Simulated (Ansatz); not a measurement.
TiPt:
```yaml
crystal:
  lattice:
    - [3.14100, 0.00000, 0.00000]
    - [0.00000, 3.14100, 0.00000]
    - [0.00000, 0.00000, 3.14100]
  atoms:
    - { symbol: Pt, position: [0.00000, 0.00000, 0.00000] }
    - { symbol: Ti, position: [0.50000, 0.50000, 0.50000] }
```

Relaxed with PBEsol. Special points in fractions of this cell's reciprocal vectors: Γ (0.000, 0.000, 0.000); X (0.000, 0.500, 0.000); M (0.500, 0.500, 0.000); R (0.500, 0.500, 0.500).

Problem. List the band energies nearest the Fermi level at these points for plane-wave PAW PBEsol with spin–orbit coupling (Ansatz code).

Solution. In eV from the Fermi level; about four levels below and three above (degenerate sets whole), none deeper than 8.9 eV; points with the same levels are listed once.

| k | below | above |
|---|---|---|
| Γ | -3.33 -3.33 -3.33 -3.33 -2.63 -2.63 | 0.70 0.70 0.70 0.70 |
| X | -1.12 -1.12 -0.58 -0.58 | 0.08 0.08 0.24 0.24 |
| M | -0.84 -0.84 -0.48 -0.48 | 0.37 0.37 1.14 1.14 |
| R | -1.37 -1.37 -1.37 -1.37 | 2.36 2.36 2.36 2.36 |

Space group Pm-3m (CsCl type). The workflow started from an entry of the Crystallography Open Database (COD). Its standing as an ambient phase is unchecked. The PBEsol relaxation kept the symmetry of its start. At this level the phase is mechanically unstable. The run is not spin-polarised.

Potentials: the later of the program's two PAW sets.
